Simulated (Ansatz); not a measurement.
CdTe:
```
CdTe
1.0
    0.00000     3.30913     3.30913
    3.30913     0.00000     3.30913
    3.30913     3.30913     0.00000
Te Cd
1 1
Direct
  0.75000   0.75000   0.75000
  0.00000   0.00000   0.00000
```

Relaxed with PBE. Independent-particle spectrum: no excitons, no local fields, no scissors shift; 0.1 eV broadening; ε₁ of the summed bands alone.

Problem. Tabulate the dielectric function from DFT-PBE in the program Ansatz with PAW potentials.

Solution. 

| E (eV) | ε₁ xx | ε₂ xx |
|---|---|---|
| 0.0 | 9.37 | 0.00 |
| 0.3 | 9.55 | 0.00 |
| 0.6 | 10.46 | 0.52 |
| 0.9 | 10.15 | 1.60 |
| 1.2 | 9.96 | 1.95 |
| 1.5 | 10.19 | 2.28 |
| 1.8 | 10.70 | 2.76 |
| 2.1 | 11.81 | 3.77 |
| 2.4 | 13.38 | 8.07 |
| 2.7 | 7.63 | 9.60 |
| 3.0 | 6.14 | 8.11 |
| 3.3 | 5.90 | 7.24 |
| 3.6 | 6.38 | 6.97 |
| 3.9 | 7.66 | 7.77 |
| 4.2 | 9.02 | 12.90 |
| 4.5 | -1.45 | 13.94 |
| 4.8 | -2.41 | 8.45 |
| 5.1 | -1.06 | 6.31 |
| 5.4 | 0.64 | 5.85 |
| 5.7 | 0.57 | 9.94 |
| 6.0 | -2.97 | 7.70 |
| 6.3 | -3.28 | 5.50 |
| 6.6 | -2.79 | 4.55 |
| 6.9 | -3.13 | 4.25 |
| 7.2 | -3.28 | 2.91 |
| 7.5 | -2.45 | 1.92 |
| 7.8 | -1.89 | 1.78 |
| 8.1 | -1.47 | 1.73 |
| 8.4 | -1.29 | 1.65 |
| 8.7 | -1.34 | 1.44 |
| 9.0 | -0.93 | 1.28 |
| 9.3 | -0.92 | 1.31 |
| 9.6 | -0.92 | 1.03 |
| 9.9 | -0.68 | 0.92 |
| 10.2 | -0.51 | 0.85 |
| 10.5 | -0.36 | 0.86 |
| 10.8 | -0.28 | 0.93 |
| 11.1 | -0.42 | 0.82 |
| 11.4 | -0.26 | 0.64 |
| 11.7 | -0.10 | 0.62 |
| 12.0 | 0.02 | 0.61 |

Problem. From ε at 1.1 eV (xx: 10.00 + 1.83i), find n, k, the normal reflectivity and the absorption coefficient.

Solution. n = 3.18, k = 0.288, R = 28 %, α = 2kE/ħc = 32000 cm⁻¹.

With all bands, ε∞ without local fields is 9.52.

Space group F-43m (zinc blende). Symmetry was held in the PBE relaxation; of distortions, only those at the zone centre were tested. Scalar-relativistic: spin–orbit coupling is off unless named, which matters more the heavier the elements.

Potentials: the later of the program's two PAW sets.
